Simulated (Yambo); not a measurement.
Yambo run on AgCl (rock salt, space group Fm-3m, No. 225). The wavefunctions come from this Quantum ESPRESSO step (LDA, PseudoDojo standard norm-conserving files, scalar-relativistic):

```
&CONTROL
  calculation = 'nscf'
  pseudo_dir = './pseudo'
  outdir = './out'
/
&SYSTEM
  ibrav = 0
  nat = 2
  ntyp = 2
  ecutwfc = 86.0
  ecutrho = 344.0
  occupations = 'fixed'
  force_symmorphic = .true.
  nbnd = 102
/
&ELECTRONS
  conv_thr = 2e-09
  diago_full_acc = .true.
  diago_thr_init = 1e-08
/
ATOMIC_SPECIES
Cl 35.4500 Cl.upf
Ag 107.8682 Ag.upf
CELL_PARAMETERS angstrom
  0.000000000000   2.677543653000   2.677543653000
  2.677543653000   0.000000000000   2.677543653000
  2.677543653000   2.677543653000   0.000000000000
ATOMIC_POSITIONS crystal
Cl   0.500000000000   0.500000000000   0.500000000000
Ag   0.000000000000   0.000000000000   0.000000000000
K_POINTS automatic
4 4 4 0 0 0
```

Yambo input:

```
rim_cut
gw0
dyson
el_el_corr
HF_and_locXC
ppa
em1d
RandQpts= 1000000
RandGvec= 1 Ry
EXXRLvcs= 86 Ry
VXCRLvcs= 344 Ry
Chimod= "HARTREE"
% BndsRnXp
 5 | 100 |
%
NGsBlkXp= 10 Ry
% LongDrXp
 1.0 | 1.0 | 1.0 |
%
PPAPntXp= 27.2114 eV
% GbndRnge
 1 | 100 |
%
GTermKind= "BG"
DysSolver= "n"
ExtendOut
% QPkrange
 1 | 1 | 13 | 14 |
 3 | 3 | 13 | 14 |
%
```

k points by index: 1 = Γ, 3 = L.

Table of the .qp output:

```
#    K-point    Band    Eo [eV]    E [eV]    E-Eo [eV]    Vxc [eV]    Vnlxc [eV]    Sc|Eo [eV]    Sc|E [eV]    dSc/dw|Eo [eV]    Re(Z)    Im(Z)
#
    1    13    -2.749533    -3.893148    -1.143615    -14.61779    -18.86738    2.802689    3.105976    -7.215736    0.790403    -0.001311
    1    14    0.626683    1.222963    0.596280    -11.95419    -7.298999    -3.934055    -4.058915    -5.697208    0.826877    -0.001009
    3    13    0.000000    -1.090184    -1.090184    -21.47250    -26.38981    3.552542    3.827127    -6.853070    0.798819    -0.001140
    3    14    3.656268    4.178856    0.522587    -10.15480    -5.471515    -4.057589    -4.160696    -5.368886    0.835210    0.889636E-4
```
(The two width columns are left out.) Convergence of these settings isn't established.

Spin-orbit coupling is not included.

Geometry relaxed with LDA.
